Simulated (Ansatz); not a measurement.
# ²⁰⁹Bi NMR of the central transition in Bi4Te3

Cell: a COD entry, ions relaxed with PBE at fixed cell.

Space group R-3m:H (No. 166); a = 4.4510, c = 41.8880 Å, γ = 120.00°.

| site | Wyckoff | site symmetry | x | y | z |
| --- | --- | --- | --- | --- | --- |
| Bi1 | 6c | 3m | 0.0000 | 0.0000 | 0.7142 |
| Bi3 | 6c | 3m | 0.0000 | 0.0000 | 0.1467 |
| Te5 | 3a | -3m | 0.0000 | 0.0000 | 0.0000 |
| Te6 | 6c | 3m | 0.0000 | 0.0000 | 0.4219 |

One atom of each set is listed; the run and its k-mesh use a cell of 7 atoms with edges of 14.20, 14.20, 14.20 Å.

Computed with Ansatz: DFT, r2SCAN, plane waves and PAW, scalar-relativistic, 500 eV cutoff, Γ-centred 12×12×12 k-points, Fermi–Dirac smearing 0.05 eV.

²⁰⁹Bi has I = 9/2 and Q = -516.0 mb (Pyykkö 2018); at 16.4 T its Larmor frequency is ν₀ = 114.2 MHz (from the bare nuclear moment; shielding lowers the observed one by a per cent or two). Only the quadrupole interaction is simulated: positions count from each site's isotropic chemical shift, and shift anisotropy, dipolar and J coupling are left out.

**Question.** Give C_Q, η, the quadrupolar product P_Q = |C_Q|(1 + η²/3)^½, the second-order isotropic shift and the breadth of the pattern (static powder) for each Bi site.

**Answer.** 

```json
{"site": "Bi1", "first shell": "6 Te at 3.09–3.25 Å", "C_Q (MHz)": "-23.5", "η": "0.00", "P_Q (MHz)": "23.5", "δ_QIS (ppm)": "-58.7", "breadth (kHz)": "34.9"}
{"site": "Bi3", "first shell": "3 Bi at 3.07 Å, 3 Te at 3.54 Å", "C_Q (MHz)": "-47.0", "η": "0.00", "P_Q (MHz)": "47.0", "δ_QIS (ppm)": "-235", "breadth (kHz)": "140"}
```

δ_QIS = −(ν_Q²/30ν₀²)[I(I+1) − 3/4](1 + η²/3) × 10⁶ ppm with ν_Q = 3|C_Q|/[2I(2I−1)]; it falls as 1/B₀² in ppm, and the breadth as 1/B₀ in kHz.

An axis of threefold or higher order runs through Bi1 and Bi3, so V_zz lies along it and η is zero.

The largest force is 0.3 eV/Å, so the atoms aren't at the calculated equilibrium and relaxing them would move these values. Spin–orbit coupling is left out, which shifts gradients on Bi by a few per cent in wide-gap crystals, and can shift them far more where the calculated gap is small or absent, as here. Newer work puts Q(²⁰⁹Bi) near −420 mb, which would lower these couplings by about a fifth. With a gap of 0.13 eV under a smearing of 0.05 eV the band edges are partly filled, so small gradients can hang on the smearing and the k-mesh.

Hardware: 1 thread of Intel Xeon Platinum 8259CL CPU @ 2.50GHz (Skylake/Cascade Lake) (x86_64; 16 cores open to the job, memory cap 3.0 GiB, no GPU), a shared host with a load of 0.5 a core. Wall time 6.8 min, CPU time 6.3 min, peak memory 2.6 GiB.
